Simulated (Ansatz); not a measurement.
La (diamond, Fd-3m) under volume change, PBE (plane waves, PAW; program Ansatz), scaled uniformly.

```tsv
V (Å³/atom)	E − E(relaxed) (meV/atom)	P (GPa)
33.871	51.9	5.51
34.988	21.4	3.30
36.105	5.0	1.48
37.221	0.0	0.00
38.338	4.3	-1.19
39.455	16.1	-2.14
40.571	33.7	-2.89
```

### Question
What does a third-order Birch–Murnaghan fit give for V₀, B₀ and B′?

### Answer
V₀ = 37.23 Å³/atom, B₀ = 43.9 GPa, B′ = 6.1.

The start of the workflow was typed in or built on a structure type; neither database checked (COD, Materials Project) lists it. It is not the phase usual at ambient conditions (space group No. 194). The PBE relaxation kept the symmetry of its start; its stability against distortions is not shown here. The volume moved by -37 % from the start of the relaxation. Spin–orbit coupling is left out wherever it is not named.

Potentials: the earlier of the program's two PAW sets.
